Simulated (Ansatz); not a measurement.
Consider the following.

CuAu in space group R-3m (No. 166; Cu on 3b, Au on 3a), a = b = 2.8149 Å, c = 12.6761 Å, α = β = 90.00°, γ = 120.00°; the cell used has 2 atoms.

This is the PBEsol-relaxed structure.

Q: All from PBEsol in the plane-wave PAW code Ansatz, unless another level is named. Give the formation energy from the elements (no fitted shifts).

A: 0.025 eV/atom.

Q: Next, the density of states at the Fermi level?

A: 0.32 states/eV per atom (mean over ±0.08 eV).

The first step of the workflow began from a Materials Project structure, measured or hypothetical; the Crystallography Open Database copy checked does not list it. It is not the phase usual at ambient conditions (space group No. 123). Symmetry was held in the PBEsol relaxation; whether a distortion lowers the energy is not shown. No spin polarisation was allowed. Axis ratios of metals converge slowly with the k-mesh, so a and c are less sure than the volume. The references are the lowest solids computed at this level, not always the standard phases. Spin–orbit coupling is left out wherever it is not named.

Potentials: the later of the program's two PAW sets.
